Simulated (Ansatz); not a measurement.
Relax this structure to zero stress and force, keeping its symmetry:

Space group P6_3/mmc (No. 194). a = 3.072 Å, b = 3.072 Å, c = 15.153 Å, α = 90.00°, β = 90.00°, γ = 120.00°
| atom | site | symmetry | x | y | z |
| --- | --- | --- | --- | --- | --- |
| Ti | 4f | 3m. | 0.3333 | 0.6667 | 0.8444 |
| Ti | 2a | -3m. | 0.0000 | 0.0000 | 0.0000 |
| C | 4f | 3m. | 0.6667 | 0.3333 | 0.9144 |

All numbers below come from Ansatz 0.2.0, DFT PBEsol, scalar-relativistic, plane waves, PAW.

Plane waves to 420 eV, a k mesh through Γ of 12×12×4 on the computed 10-atom cell and Gaussian smearing (0.10 eV); no spin polarisation.

Problem. What does it relax to?

Solution. The volume goes down by 0.38 Å³/atom to 12.01 Å³/atom, and the energy falls by 6.2 meV/atom. Final structure:
```cif
data_structure
_symmetry_space_group_name_H-M 'P6_3/mmc'
_symmetry_Int_Tables_number 194
_cell_length_a 3.0422
_cell_length_b 3.0422
_cell_length_c 14.9847
_cell_angle_alpha 90.000
_cell_angle_beta 90.000
_cell_angle_gamma 120.000
_cell_volume 120.10
loop_
_atom_site_label
_atom_site_type_symbol
_atom_site_symmetry_multiplicity
_atom_site_Wyckoff_symbol
_atom_site_fract_x
_atom_site_fract_y
_atom_site_fract_z
_atom_site_occupancy
Ti1 Ti 4 f 0.33333 0.66667 0.84379 1
Ti2 Ti 2 a 0.00000 0.00000 0.00000 1
C1 C 4 f 0.66667 0.33333 0.91439 1
```

Cost: 1 run of about 2.5 core-minutes, on Arm Neoverse V2 (shared hosts).